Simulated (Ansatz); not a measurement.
TaN:
```yaml
crystal:
  lattice:
    - [0.00000, 2.18736, 2.18736]
    - [2.18736, 0.00000, 2.18736]
    - [2.18736, 2.18736, 0.00000]
  atoms:
    - { symbol: Ta, position: [0.50000, 0.50000, 0.50000] }
    - { symbol: N, position: [0.00000, 0.00000, 0.00000] }
```

Relaxed with PBEsol. Special points in fractions of this cell's reciprocal vectors: Γ (0.000, 0.000, 0.000); X (0.500, 0.000, 0.500); U (0.625, 0.250, 0.625); K (0.375, 0.375, 0.750); L (0.500, 0.500, 0.500); W (0.500, 0.250, 0.750).

Q: List the band energies nearest the Fermi level at these points for PBEsol with spin–orbit coupling (plane waves, PAW; program Ansatz).

A: In eV from the Fermi level; about four levels below and three above (degenerate sets whole), none deeper than 8.9 eV; points with the same levels are listed once.

```
k                                below                above
-  -----------------------------------  -------------------
Γ  -2.25 -2.25 -2.25 -2.25 -1.87 -1.87  0.16 0.16 0.16 0.16
X              -4.74 -4.74 -4.40 -4.40  2.21 2.21 3.44 3.44
U              -6.14 -6.14 -2.23 -2.23  2.45 2.45 2.80 2.80
L              -7.70 -7.70 -7.61 -7.61  1.88 1.88 1.95 1.95
W              -0.21 -0.21 -0.08 -0.08  3.60 3.60 4.49 4.49
```

Space group Fm-3m (rock salt). This is a known high-temperature phase of the composition, computed here at zero pressure and temperature. The cell was relaxed with PBEsol under the symmetry of its start; whether a distortion lowers the energy is not shown. No spin polarisation was allowed.

Potentials: the earlier of the program's two PAW sets. The files were generated under PBE; for other functionals the program regenerates the frozen cores, and for LDA and PBEsol the local potential too.
